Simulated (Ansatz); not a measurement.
# Sn3Se: stationary points along a deformation path

Computed with Ansatz, DFT PBE, scalar-relativistic, plane waves, PAW. The runs took a 420 eV cutoff, a Γ-centred 12×12×12 mesh and Gaussian smearing (0.15 eV). No spin polarisation. Energies are free energies at this smearing, counted from the undisturbed cell; pressure is positive in compression.

The starting cell (relaxed at this level; with this scan's settings it stands at -0.1 GPa; it needn't be the usual structure):

```yaml
crystal:
  lattice:
    - [4.75273, 0.00000, 0.00000]
    - [0.00000, 4.75273, 0.00000]
    - [0.00000, 0.00000, 4.75273]
  atoms:
    - { symbol: Sn, position: [0.00000, 0.50000, 0.50000] }
    - { symbol: Sn, position: [0.50000, 0.00000, 0.50000] }
    - { symbol: Sn, position: [0.50000, 0.50000, 0.00000] }
    - { symbol: Se, position: [0.00000, 0.00000, 0.00000] }
```

At fixed volume and fractional coordinates, lengths along (0.577, 0.577, 0.577) are scaled against those across it; ρ is that ratio over its starting value. V = 26.839 Å³/atom. Δσ is the stress along the axis less the mean stress across it (compression positive).

```csv
ρ,ΔE (meV/atom),Δσ (GPa),space group
0.500,-185.3,0.00,Im-3m
0.600,-115.4,-6.91,R-3m
0.710,12.2,-4.70,R-3m
0.850,21.9,2.53,R-3m
0.930,2.7,0.97,R-3m
1.000,0.0,0.00,Pm-3m
1.200,46.2,-5.30,R-3m
1.410,194.6,-12.59,R-3m
1.700,608.8,-27.32,R-3m
2.000,1288.7,-49.11,R-3m
```

Q: How does the stress give the slope of the energy, and where is the energy stationary?

A: Along the path d ln(length) is 2/3 d ln ρ on the axis and −1/3 d ln ρ across it, so dE/d ln ρ = −(2/3) V Δσ: the energy falls with ρ where Δσ is positive. Δσ vanishes or changes sign at ρ = 0.500 (Im-3m, an end of the scan), at -185.3 meV/atom; between ρ = 0.710 and 0.850, a maximum (near 0.80 by linear interpolation); at ρ = 1.000 (Pm-3m), a minimum at 0.0 meV/atom. Pairs of stationary points between two samples would go unseen, and could change a minimum read from distant neighbours into a maximum. At ρ = 0.500, 1.000 the cell is cubic, where symmetry alone makes the stress isotropic and the slope zero.

Q: Is the start the lowest point of the path?

A: No: ρ = 0.500 lies 185.3 meV/atom lower, behind a rise of at least 21.9 meV/atom. Volume and inner coordinates are held, so a relaxed structure there would lie lower still.

In a metal these slopes depend on the k mesh and the smearing.

Cost: 10 runs of about 5.4 core-minutes in all, on Intel Xeon Platinum 8259CL (Skylake/Cascade Lake) (shared hosts).